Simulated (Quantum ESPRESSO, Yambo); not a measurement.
BeS (zinc blende, space group F-43m, No. 216): static response along x against the Γ-centred k mesh (Yambo on PBEsol (Quantum ESPRESSO, PseudoDojo norm-conserving, 88 Ry, no spin-orbit coupling) bands; 19 bands, 4 Ry block). The smallest direct PBEsol gap is 5.55 eV.

```json
[
 {"k mesh": "6×6×6", "ε(0), independent particles": "6.07", "ε(0), RPA with local fields": "5.23", "rough Yambo cost": "about 1/8"},
 {"k mesh": "10×10×10", "ε(0), independent particles": "5.88", "ε(0), RPA with local fields": "5.06", "rough Yambo cost": "about 1/4"},
 {"k mesh": "14×14×14", "ε(0), independent particles": "5.88", "ε(0), RPA with local fields": "5.05", "rough Yambo cost": "within a factor of two"},
 {"k mesh": "18×18×18", "ε(0), independent particles": "5.88", "ε(0), RPA with local fields": "5.05", "rough Yambo cost": "1"}
]
```

The last step changes the RPA value by 0.0 %. Electronic response only; costs are rough.

Geometry relaxed with PBEsol; primitive cell a = 3.4223 Å, b = 3.4223 Å, c = 3.4223 Å, α = 60.00°, β = 60.00°, γ = 60.00°.
